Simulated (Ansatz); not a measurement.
CaI₂:
```xyz
3
Lattice="4.4922 0.0000 0.0000 -2.2461 3.8904 0.0000 0.0000 0.0000 33.0000" Properties=species:S:1:pos:R:3 pbc="T T F"
I      2.2461     1.2968    18.2690
Ca     0.0000     0.0000    16.5000
I      0.0000     2.5936    14.7310
```
Free-standing layer in the xy plane with vacuum along z and no interaction between images.

Relaxed with r²SCAN+D4. Special points in fractions of this cell's reciprocal vectors: Γ (0.000, 0.000, 0.000); M (0.500, 0.000, 0.000); K (0.333, 0.333, 0.000).

Question: List the band energies nearest the valence-band maximum at these points for DFT-r²SCAN+D4 with spin–orbit coupling in the program Ansatz with PAW potentials.

Answer: In eV from the valence-band maximum; about four levels below and three above (degenerate sets whole), none deeper than 8.9 eV; points with the same levels are listed once.

```
k                    below                above
-  -----------------------  -------------------
Γ    -0.24 -0.24 0.00 0.00  4.84 4.84 4.84 4.84
M  -0.77 -0.77 -0.75 -0.75  4.03 4.03 5.74 5.74
K  -0.99 -0.99 -0.87 -0.87  5.16 5.16 5.30 5.30
```

Space group P-3m1 (1T). The layer was cut from a bulk entry of the Materials Project (measured or hypothetical); whether that bulk phase is the ambient one, and whether the layer has been isolated, was not checked. The cell was relaxed with r²SCAN+D4 under the symmetry of its start; whether a distortion lowers the energy is not shown.

Potentials: the later of the program's two PAW sets.
